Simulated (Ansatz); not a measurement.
# Relaxing a structure of Y$_{3}$Ge

The start is a generated cell, Y3Ge built in the AFLOW prototype AB3_hP8_194_c_bf (D0_18, as in Na3As). Cell shape, volume and atoms are optimised at zero target pressure with r2SCAN (plane waves to 500 eV, PAW, scalar-relativistic; Ansatz, a program for electronic structure). The first steps use a 7×7×4 k-mesh.

Initial structure:
```
Y3Ge
1.0
    5.69910     0.00000     0.00000
   -2.84955     4.93557     0.00000
    0.00000     0.00000    10.06080
Y Ge
6 2
Direct
  0.00000   0.00000   0.25000
  0.00000   0.00000   0.75000
  0.33333   0.66667   0.91700
  0.66667   0.33333   0.41700
  0.66667   0.33333   0.08300
  0.33333   0.66667   0.58300
  0.33333   0.66667   0.25000
  0.66667   0.33333   0.75000
```

Q: How large is the pressure on the unrelaxed cell, and of which sign?

A: -8.8 GPa (negative: the cell is under tension).

Q: Which atoms feel the largest initial force, and how large is it?

A: 0.26 eV/Å, on Y3, Y4, Y5, Y6 (atoms numbered as listed).

Q: How does the volume per atom move from start to end?

A: -23.9 %, from 35.37 to 26.91 Å³/atom.

Q: How do the shortest distances between atoms change?

A: The closest pairs of elements (up to four, under 3.6 Å), start → end: Ge–Y 3.29 → 2.96 Å; Y–Y 3.36 → 3.29 Å.

Q: Is the relaxed structure metallic? Give its gap.

A: Zero (metallic).

The space group stays P6₃/mmc (No. 194) (the run could not lower it); the end is AFLOW prototype AB3_hP8_194_c_bf (D0_18, as in Na3As), with 8 atoms in the primitive cell. Final values are on a 11×11×5 k-mesh of the relaxed cell. No spin polarisation in the result.

The run could not lose the symmetry of its start.

The first start was generated by placing the elements on the sites of a structure type. Materials Project lists a structure of Y3Ge in the same space group, P6₃/mmc (No. 194); the sites were not compared with it, nor with measured phases.
